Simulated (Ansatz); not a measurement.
Input and output for Mo (hcp type): DFT, LDA, all-electron LAPW, scalar-relativistic (Ansatz 0.2.0). This run: one bond, the shortest of the undistorted cell, set to 1.967 Å.

This is a prototype cell at a chosen volume, and whether it is the ground state is a separate question.

Command: `ansatz run input.yaml --threads 1 --pin off --max-ram 2048MiB --backend cpu --events-out ev --progress --plain --runs-dir out` It took 2.5 min on 1 thread of Arm Neoverse V2, on a shared host, peak memory 1.1 GiB.

```yaml
crystal:
  lattice:
    - [2.8252342238, 0.0, 0.0]
    - [-1.4126171119, 2.4467246095, 0.0]
    - [0.0, 0.0, 4.5768794426]
  atoms:
    - { symbol: Mo, position: [0.2333333333, 0.6166666667, 0.175] }
    - { symbol: Mo, position: [0.7666666667, 0.3833333333, 0.825] }
kpoints:
  mp_grid: { grid: [12, 12, 7] }
scf:
  occupations: { method: fermi_dirac, width: 0.05 }
hamiltonian:
  xc: lda
  pseudopotentials: { kind: all_electron, lapw: { basis_error: 0.001 } }
output:
  forces: true
  stress: true
  eigenvalues: true
  populations: true
```

Output:

```
Mo: projections on atomic orbitals take those of the free atom 1s2 2s2 2p6 3s2 3p6 3d10 4s2 4p6 4d5 5s1, of charge +0.00 (hamiltonian.pseudopotentials.projection_atoms)
LAPW: plane waves up to 11.222 Å⁻¹, error target 1.0e-3 eV per atom; small_component_spin mean_spin; Mo in spheres of 0.984 Å, 32 of its electrons in bands, Dirac shells [] (how accurate: hamiltonian.pseudopotentials.lapw.basis_error, Limitations)
Engine: ansatz 0.2.0
Pseudopotentials: kind: all_electron
Pseudopotential: Mo, LAPW, valence charge 32, lapw/all_electron/scalar/gaussian/Mo, Koelling and Harmon's equation, gaussian nucleus
Functional definition: SPW92
  exchange = slater_x
  correlation = pw_c
Crystal: 2 atoms, lattice volume = 31.638 Å³
Basis set: ecut = 479.79271252954265 eV, 725 PW (Γ), exchange–correlation at level 2
Bands: 39, of which v1, the nominal top of the filled ones, is band 32 counted from 1 (31 counted from 0)
Symmetry: 4 space group operations
Space group: C2/m (ITA 12), of the structure as read, at distance tolerance 3.2e-5 Å
k-points: 277 of 1008
Non-local potential: Mo, projectors of the file, none
Initial density: superposition of atomic densities (chi_scale 0.1, normalization cell)
Initial wavefunctions: plane waves of lowest kinetic energy (no species holds an atomic orbital)
Functional: x = slater, c = lda
iter 1 solved again at ethr=5.05e-3 eV; its pass at ethr=1.00e-1 eV (dr2=3.23e0 eV) is discarded
SCF iter   1: F=—  HF=-220127.263764 eV  |F-HF|=—  |Δ(HF+E_count)|=         —  Δρ=7.98e-2  dr2=3.24e0  ethr=5.05e-3  ⟨swp⟩=2.0  Hψ=68592  notcnv=0
preconditioner: auto → LDOS  [metal: Δε(μ)=0.004 eV  Ē_g=8.271 eV  σ=0.050 eV  W_gap=0.02  n_scr=22 (ndim 8)  ℏωp=22.9 eV  f_vac=0.013  D(μ)=1.75/eV (n_scr^D=22)  β→1.0]
SCF iter   2: F=—  HF=-220126.316281 eV  |F-HF|=—  |Δ(HF+E_count)|=   9.47e-1  Δρ=3.77e-2  dr2=4.87e-1  ethr=5.05e-3  ⟨swp⟩=3.0  Hψ=34543  notcnv=0
preconditioner: auto → Kerker (q_TF=auto, 3.068 Å⁻¹)  [metal: Δε(μ)=0.003 eV  Ē_g=7.875 eV  σ=0.050 eV  W_gap=0.02  n_scr=22 (ndim 8)  ℏωp=22.9 eV  f_vac=0.001  D(μ)=2.09/eV (n_scr^D=22)  β→0.5]
iter 3 solved again at ethr=6.42e-5 eV; its pass at ethr=7.61e-4 eV (dr2=4.11e-2 eV) is discarded
SCF iter   3: F=—  HF=-220126.148136 eV  |F-HF|=—  |Δ(HF+E_count)|=   1.68e-1  Δρ=1.33e-2  dr2=4.11e-2  ethr=6.42e-5  ⟨swp⟩=2.0  Hψ=56055  notcnv=0
SCF iter   4: F=—  HF=-220126.141977 eV  |F-HF|=—  |Δ(HF+E_count)|=         —  Δρ=4.95e-3  dr2=6.66e-3  ethr=6.42e-5  ⟨swp⟩=2.0  Hψ=30632  notcnv=0
the basis was enlarged: its passes take 262.0 KiB over the memory plan, 1 of 1 planned eigensolver slots
SCF iter   5: F=—  HF=-220126.140865 eV  |F-HF|=—  |Δ(HF+E_count)|=   1.11e-3  Δρ=6.43e-4  dr2=3.66e-5  ethr=1.04e-5  ⟨swp⟩=2.6  Hψ=30598  notcnv=0
SCF iter   6: F=—  HF=-220126.140688 eV  |F-HF|=—  |Δ(HF+E_count)|=   1.77e-4  Δρ=3.79e-4  dr2=2.29e-5  ethr=5.72e-8  ⟨swp⟩=3.0  Hψ=31066  notcnv=0
SCF iter   7: F=—  HF=-220126.140684 eV  |F-HF|=—  |Δ(HF+E_count)|=   4.24e-6  Δρ=8.55e-5  dr2=2.75e-6  ethr=3.58e-8  ⟨swp⟩=3.0  Hψ=29784  notcnv=0
SCF iter   8: F=—  HF=-220126.140683 eV  |F-HF|=—  |Δ(HF+E_count)|=   6.40e-7  Δρ=2.63e-5  dr2=3.24e-7  ethr=4.29e-9  ⟨swp⟩=2.0  Hψ=29244  notcnv=0
SCF iter   9: F=-220126.140683 eV  HF=-220126.140683 eV  |F-HF|=9.08e-9  |Δ(HF+E_count)|=   8.70e-8  Δρ=7.73e-6  dr2=1.81e-8  ethr=5.06e-10  ⟨swp⟩=2.9  Hψ=29759  notcnv=0
SCF 1 converged in 9 iterations: F = -220126.140683 eV  dr2 = 1.81e-8
SCF converged after 9 iterations
Free energy (F): -220126.140683 eV
Harris-Foulkes:  -220126.140683 eV  (|F-HF|=9.08e-9)
Internal energy: -220126.124503 eV  (E = F + TS)
E sigma→0 (E₀):  -220126.132593 eV
Entropy (-TS):   -0.016180 eV (-8.090 meV/atom)
Fermi energy:    22.742861 eV
--- Per-component energies (eV) ---
  E_band       = -9968.097035
  E_kinetic    = 228081.809414
  E_xc         = -6521.015160
  E_electrostatic = -441686.918757  (all electrons and nuclei)
  E_smearing   = -0.016180  (= −TS)
  E_closure    = 0.000000  (closes the sum)
  E_atoms      = -220105.280654  (free atoms, spherical and without spin; not in F)
  Σ components = -220126.140683   (vs F -220126.140683, Δ=0.00e0)
  Basis errors (estimates in eV, not in F): energy 4.5e-4 per atom: plane waves 4.2e-4 (2.5e-4 summed), levels above the bands 1.3e-88, relativity 5.5e-8, radial functions 3.7e-5, core shells 3.6e-10; eigenvalues (radial functions only) 6.6e-7; not estimated: angular momenta, meshes, grids; target (lapw.basis_error) 1.0e-3; muffin-tin radii Mo 0.984 Å
--- Forces (eV/Å), atoms counted from 1 ---
  atom   1  Mo     3.36137954     1.94069338    10.30827360
  atom   2  Mo    -3.36137954    -1.94069338   -10.30827360
  max |Σ_I F_I| component: 0.00e0 eV/Å
--- Stress (GPa, compression-positive) ---
       48.220629       5.538595      23.925292
        5.538595      41.825210      13.813274
       23.925292      13.813274      65.846313
  P = ⅓ Tr σ = 51.9641 GPa (519.641 kbar)
--- Band table (eV; the first three rows and the last of 277) ---
  k-point 0: bands = ["-448.3642", "-448.3642", "-351.8632", "-351.8630", "-351.8324", "-351.8324", "-351.7820", "-351.7820", "-194.4125", "-194.4121", "-194.3953", "-194.3933", "-194.3754", "-194.3749", "-194.3413", "-194.3408", "-194.3395", "-194.3394", "-38.9588", "-37.2600", "-14.8384", "-12.0625", "-11.7559", "-11.7312", "-11.4026", "-9.7904", "15.7053", "16.3599", "19.1520", "19.8413", "20.1306", "20.8554", "22.5907", "23.7672", "25.7374", "26.6134", "27.2314", "28.1152", "30.9080"]
  k-point 1: bands = ["-448.3642", "-448.3642", "-351.8632", "-351.8630", "-351.8324", "-351.8324", "-351.7820", "-351.7820", "-194.4125", "-194.4121", "-194.3953", "-194.3933", "-194.3754", "-194.3749", "-194.3413", "-194.3408", "-194.3395", "-194.3394", "-38.9569", "-37.2626", "-14.8231", "-12.0547", "-11.7555", "-11.7427", "-11.4029", "-9.8086", "15.8315", "16.3720", "19.1476", "19.8087", "20.0997", "20.8707", "22.5890", "23.4125", "25.8364", "26.7010", "27.0612", "28.1475", "31.3127"]
  k-point 2: bands = ["-448.3642", "-448.3642", "-351.8632", "-351.8630", "-351.8324", "-351.8324", "-351.7820", "-351.7820", "-194.4125", "-194.4121", "-194.3953", "-194.3933", "-194.3754", "-194.3749", "-194.3413", "-194.3408", "-194.3395", "-194.3394", "-38.9527", "-37.2683", "-14.7882", "-12.0339", "-11.7724", "-11.7547", "-11.4036", "-9.8496", "16.1400", "16.4013", "19.1470", "19.7390", "20.0312", "20.9190", "22.2703", "22.9836", "26.0651", "26.6864", "26.8962", "28.2490", "31.9668"]
  k-point 276: bands = ["-448.3642", "-448.3642", "-351.8632", "-351.8630", "-351.8324", "-351.8324", "-351.7820", "-351.7820", "-194.4125", "-194.4121", "-194.3953", "-194.3933", "-194.3754", "-194.3749", "-194.3413", "-194.3408", "-194.3394", "-194.3394", "-38.4942", "-37.4179", "-15.2099", "-13.6289", "-12.4896", "-11.4314", "-11.1688", "-9.9960", "16.3735", "18.1111", "18.8346", "21.0431", "21.3143", "24.5528", "24.8478", "24.9490", "25.7369", "26.7322", "27.7759", "28.1197", "32.3884"]
--- Löwdin populations: 2 sites ---
  site symbol       q [e]
     0     Mo     41.9434
     1     Mo     41.9434
  spilling = 0.001348 (of n_electrons = 84.000000)
```

populations.tsv:

```
# site	symbol	l	j	q
# orbitals = lowdin
# n_electrons = 84.000000
# spilling = 0.001348
# projection_atom_Mo: 1s2 2s2 2p6 3s2 3p6 3d10 4s2 4p6 4d5 5s1
0	Mo	0_1S	-	1.999992
0	Mo	0_2S	-	1.999699
0	Mo	0_3S	-	1.994815
0	Mo	0_4S	-	1.921096
0	Mo	0_5S	-	0.722387
0	Mo	1_2P	-	5.999996
0	Mo	1_3P	-	5.999675
0	Mo	1_4P	-	5.957567
0	Mo	2_3D	-	9.999925
0	Mo	2_4D	-	5.348215
1	Mo	0_1S	-	1.999992
1	Mo	0_2S	-	1.999699
1	Mo	0_3S	-	1.994815
1	Mo	0_4S	-	1.921096
1	Mo	0_5S	-	0.722387
1	Mo	1_2P	-	5.999996
1	Mo	1_3P	-	5.999675
1	Mo	1_4P	-	5.957567
1	Mo	2_3D	-	9.999925
1	Mo	2_4D	-	5.348215
```
